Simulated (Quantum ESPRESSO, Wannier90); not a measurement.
## Ag (fcc (Cu type)), plane waves to Wannier functions

```
CELL_PARAMETERS angstrom
      0.00000     2.05218     2.05218
      2.05218     0.00000     2.05218
      2.05218     2.05218     0.00000
ATOMIC_POSITIONS crystal
  Ag 0.00000 0.00000 0.00000
```

Structure: Materials Project mp-124, symmetrised, not relaxed again. This is the element's usual structure. Computed values, not measurements, from PBEsol: Quantum ESPRESSO (norm-conserving PseudoDojo potentials, cutoff 66 Ry, spinors with spin-orbit coupling) on a Γ-centred 10×10×10 mesh, then Wannier90. Density: 18×18×18 mesh, cold smearing 0.01 Ry.

Energies are relative to the Fermi level.

**Bands.** No gap over 0.05 eV opens at the Fermi level at this level of theory. 3 filled groups are cut off by gaps; the highest, bands 5–8, spans -53.73 to -53.60 eV and is Ag 4p 100 %.

**Model.** 18 functions (Ag spd) from bands 9-42, frozen to 1.50 eV, reach Ω_I = 13.56 Å² and follow pw.x to 8.0 meV rms (states up to 1.0 eV relative to the Fermi level).

**Frozen window.** Edge, Ω_I and misfit go 1.0 eV, 13.54 Å², 8.5 meV; 1.5 eV, 13.56 Å², 8.0 meV; 3.5 eV, 13.75 Å², 2.0 meV; 5.5 eV, 14.06 Å², 1.6 meV. Ω_I never falls as the edge rises, since each frozen state takes freedom from the choice of the smoothest subspace.

**No window.** Without a frozen window Ω_I drops to 12.93 Å² while the misfit grows to 453 meV: a small spread is no proof of good bands.

**Outer window.** The setting "outer window to 24.73 eV" raises Ω_I to 19.24 Å², as fewer states are left to mix in, and the misfit goes to 3.0 meV.

**Stops.** With the frozen window to 16.72 eV the program stops (More states in the frozen window than target WFs).
